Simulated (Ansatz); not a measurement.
**TePt: checking dH/dP = V**

Level of theory: DFT PBEsol, scalar-relativistic, plane waves, PAW (Ansatz 0.2.0). Run with 420 eV cutoff, 12×12×12 k-mesh, Gaussian smearing of 0.10 eV, no spin polarisation.

Reference structure (relaxed):

```
Te Pt
1.0
     1.98195    1.14428    6.61091
    -1.98195    1.14428    6.61091
     0.00000   -2.28856    6.61091
Te Pt
2 2
Direct
  0.59848 0.59848 0.59848
  0.40152 0.40152 0.40152
  0.86981 0.86981 0.86981
  0.13019 0.13019 0.13019
```

Cell and atoms were relaxed at each target pressure within the start's symmetry (R-3m), at zero temperature; other phases can be more stable under pressure. H = E + PV with P the target; E is the free energy at the smearing used, whose derivative the pressure is, per atom and counted from zero pressure.

Spin–orbit coupling is left out, which can shift energies with elements as heavy as these.

```tsv
P (GPa)	V (Å³/atom)	E − E0 (meV)	H − H0 (meV)
0	22.489	0.0	0.0
3	21.646	7.4	412.7
8	20.655	40.4	1071.8
15	19.685	108.9	1951.9
30	18.295	299.3	3724.9
60	16.578	767.7	6976.1
```

Task: Thermodynamics gives dH/dP = V along a relaxed path. Integrate V over P by the trapezoid rule and compare with the computed enthalpies.

Result: With 1 eV/Å³ = 160.22 GPa, each step adds the mean volume times ΔP / 160.22:
```tsv
P (GPa)	∫V dP (meV)	H − H0 (meV)	difference (meV)
3	413.2	412.7	0.5
8	1073.3	1071.8	1.5
15	1954.5	1951.9	2.6
30	3732.4	3724.9	7.5
60	6997.3	6976.1	21.2
```

V(P) curves upward, so the trapezoid rule runs high; integrating a smooth curve through the same points (P as a polynomial of degree 4 in ln V) puts that excess at about 20.9 meV at 60 GPa, against the 21.2 meV found.

Task: At 60 GPa, how much of the enthalpy change is stored energy and how much is the PV term?

Result: E rises by 768 meV/atom and PV is 60 × 16.578 / 160.22 = 6208 meV/atom, so PV makes 89 % of ΔH. So between rival structures at high pressure a small difference in volume can outweigh the difference in energy: 1 % of this volume is worth 62.1 meV/atom at this pressure.

Task: What bulk modulus do the lowest pressures give?

Result: From the pressures that the runs reached, -2.99 GPa (24.335 Å³) and 2.99 GPa (21.646 Å³), B = −ΔP/Δln V = 5.98 / 0.1171 = 51 GPa, a mean over that range.